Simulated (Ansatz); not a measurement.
SnO₂ (rutile)

```
SnO2
1.0
    4.76854     0.00000     0.00000
    0.00000     4.76854     0.00000
    0.00000     0.00000     3.21140
Sn O
2 4
Direct
  0.00000   0.00000   0.00000
  0.50000   0.50000   0.50000
  0.30630   0.30630   0.00000
  0.80630   0.19370   0.50000
  0.19370   0.80630   0.50000
  0.69370   0.69370   0.00000
```

Grid over V/V₀ and (c/a)/(c/a)₀, subscript 0 meaning the relaxed cell; the conventional c axis lies along z; no internal relaxation.

These are PBEsol (plane waves to 420 eV, PAW, scalar-relativistic; Ansatz, a first-principles code) values and carry that method's errors. k mesh 7×7×10 (Γ-centred), Fermi-Dirac smearing 0.05 eV. Stress and pressure are positive under compression. As the atoms are clamped, bonds stretch with the cell, which overstates energies and stresses. SnO2 was relaxed with its symmetry unable to fall. The PAW data are Ansatz's earlier set. 

| σzz (GPa) | V/V₀ = 0.960 | V/V₀ = 0.973 | V/V₀ = 0.987 | V/V₀ = 1.000 | V/V₀ = 1.013 | V/V₀ = 1.027 | V/V₀ = 1.040 |
|---|---|---|---|---|---|---|---|
| (c/a)/(c/a)₀ = 0.920 | … | 25.8 | 21.5 | 17.5 | 13.7 | 10.3 | 7.0 |
| (c/a)/(c/a)₀ = 0.947 | 23.1 | 18.8 | 14.7 | 11.0 | 7.5 | 4.2 | 1.2 |
| (c/a)/(c/a)₀ = 0.973 | 16.6 | … | 8.7 | 5.2 | 1.9 | -1.2 | -4.0 |
| (c/a)/(c/a)₀ = 1.000 | … | 6.9 | … | 0.0 | … | -5.9 | -8.5 |
| (c/a)/(c/a)₀ = 1.027 | 5.5 | 1.9 | -1.4 | -4.5 | -7.4 | -10.0 | … |
| (c/a)/(c/a)₀ = 1.053 | 1.0 | -2.5 | -5.6 | -8.5 | -11.2 | -13.6 | -15.9 |
| (c/a)/(c/a)₀ = 1.080 | … | -6.3 | -9.2 | -11.9 | -14.4 | -16.7 | -18.8 |

Complete the blanks.


- (c/a)/(c/a)₀ = 0.920, V/V₀ = 0.960: 30.4
- (c/a)/(c/a)₀ = 0.973, V/V₀ = 0.973: 12.5
- (c/a)/(c/a)₀ = 1.000, V/V₀ = 0.960: 10.7
- (c/a)/(c/a)₀ = 1.000, V/V₀ = 0.987: 3.3
- (c/a)/(c/a)₀ = 1.000, V/V₀ = 1.013: -3.1
- (c/a)/(c/a)₀ = 1.027, V/V₀ = 1.040: -12.5
- (c/a)/(c/a)₀ = 1.080, V/V₀ = 0.960: -3.1

(Under strain, the slope of the energy per volume gives the stress and its curvature an elastic modulus.)
